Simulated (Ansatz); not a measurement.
# Notes on ZnSb$_{2}$Te$_{4}$

```
CELL_PARAMETERS angstrom
0.00000 6.15159 0.00000
6.15159 0.00000 0.00000
3.07580 3.07580 -6.15060
ATOMIC_POSITIONS crystal
Sb 0.75000 0.25000 0.50000
Zn 0.00000 0.00000 0.00000
Te 0.36500 0.40500 0.73000
Te 0.59500 0.09500 0.27000
Te 0.90500 0.86500 0.73000
Te 0.13500 0.63500 0.27000
Sb 0.50000 0.50000 0.00000
```

Level: PBEsol, no spin polarisation; 420 eV; 6×6×6 Γ-centred mesh; fermi-dirac occupations (width 0.1 eV); Ansatz 0.2.0, fixed geometry.

(1) How is the charge shared?

(2) What is the formation energy?

(3) What does the stress say?

(4) Metal or insulator?

(5) Where is the largest force?

Origin: a known structure type with other elements, at an estimated volume, so it need not be a known compound. Caveats: atoms or cell far from equilibrium.

Answers

(1) Bader charges in e: Zn +0.46, Sb +0.52, Te -0.38. In the mean Sb gives up most and Te takes most.

(2) 0.27 eV an atom against the elements' usual phases (free molecules for gases, crystals otherwise, with no correction for O₂ or N₂), so at this geometry it isn't bound against them. Relaxing would lower it.

(3) The pressure is 6.9 GPa (compression positive), so with the atoms held at these fractions the cell would first expand; the forces are large, so a full relaxation may end otherwise.

(4) It is a metal on this mesh, though the bands barely overlap, with about 1.3 states/eV a cell as the mean within 0.25 eV of the Fermi level, mostly Te p (51 %) and Sb p (24 %).

(5) The largest is on Te3 (and as large on other atoms): 2.13 eV/Å, components (-0.01, -2.13, 0.05). It makes 60° with the line to a nearest neighbour, Zn2 at 2.74 Å.
